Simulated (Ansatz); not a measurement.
A relaxed cell of ZnCd2S3 is given with its symmetry left out. The cell was found from a structure generator's guess, not taken from experiment.

All numbers below come from DFT PBE, scalar-relativistic, plane waves, PAW (Ansatz 0.2.0). Cutoff 420 eV, Γ-centred mesh, Gaussian smearing, no spin polarisation.

```yaml
crystal:
  lattice:
    - [4.06797, 0.00000, 0.00000]
    - [-2.03399, 3.52297, 0.00000]
    - [0.00000, 0.00000, 20.10306]
  atoms:
    - { symbol: Zn, position: [0.66667, 0.33333, 0.33325] }
    - { symbol: Zn, position: [0.33333, 0.66667, 0.83325] }
    - { symbol: Cd, position: [0.00000, 0.00000, 0.99712] }
    - { symbol: Cd, position: [0.00000, 0.00000, 0.49712] }
    - { symbol: Cd, position: [0.33333, 0.66667, 0.17163] }
    - { symbol: Cd, position: [0.66667, 0.33333, 0.67163] }
    - { symbol: S, position: [0.00000, 0.00000, 0.12397] }
    - { symbol: S, position: [0.00000, 0.00000, 0.62397] }
    - { symbol: S, position: [0.33333, 0.66667, 0.29898] }
    - { symbol: S, position: [0.66667, 0.33333, 0.79898] }
    - { symbol: S, position: [0.66667, 0.33333, 0.45005] }
    - { symbol: S, position: [0.33333, 0.66667, 0.95005] }
```

The zero of energy is the elements' standard structures at the same level; no fitted shifts are applied.

Question: Find its symmetry and describe it.

Answer: P6_3mc (No. 186). Conventional cell: a = 4.068 Å, c = 20.103 Å. Zn is surrounded by 4 S at 2.35–2.45 Å; Cd on its first site is surrounded by 4 S at 2.53–2.55 Å; Cd on its second site has 4 S at 2.54–2.56 Å; around S on its first site lie 4 Cd at 2.54–2.55 Å; 2 more sites not described.

Question: What is its formation energy per atom?

Answer: −0.686 eV/atom. A negative formation energy is needed for stability but isn't enough: competing phases decide.

Question: Is it a metal?

Answer: No, the gap on the 12×12×2 mesh is 1.18 eV.

The last run used a 12×12×2 mesh (in the run's order of axes) for its 12-atom cell and Gaussian smearing of 0.02 eV. Kohn–Sham gaps at this level usually fall short of measured ones. The reference form of S is held partly by dispersion forces, which this level lacks. A structure relaxed within its symmetry needn't be a true minimum.
